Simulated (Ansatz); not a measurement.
Given:

TePb:
```yaml
crystal:
  lattice:
    - [4.42879, 0.00000, 0.00000]
    - [-2.21440, 3.83545, 0.00000]
    - [0.00000, 0.00000, 4.17836]
  atoms:
    - { symbol: Pb, position: [0.00000, 0.00000, 0.00000] }
    - { symbol: Te, position: [0.66667, 0.33333, 0.50000] }
```

This is the r²SCAN-relaxed structure.

### Question
All from plane-wave PAW r²SCAN (Ansatz code), unless another level is named. Estimate the electronic character.

### Answer
metallic (no gap).

### Question
Give the formation energy from the elements (no fitted shifts).

### Answer
-0.36 eV/atom.

### Question
Predict the density of states at the Fermi level.

### Answer
0.13 states/eV per atom (mean over ±0.08 eV).

Space group P-6m2. A made-up cell: these elements were put on the sites of a structure type; neither database checked (COD, Materials Project) lists it. It is not the phase usual at ambient conditions (space group No. 225). The cell was relaxed with r²SCAN under the symmetry of its start; its stability against distortions is not shown here. The references are the lowest solids computed at this level, not always the standard phases. Spin–orbit coupling is left out wherever it is not named.

Potentials: the later of the program's two PAW sets.
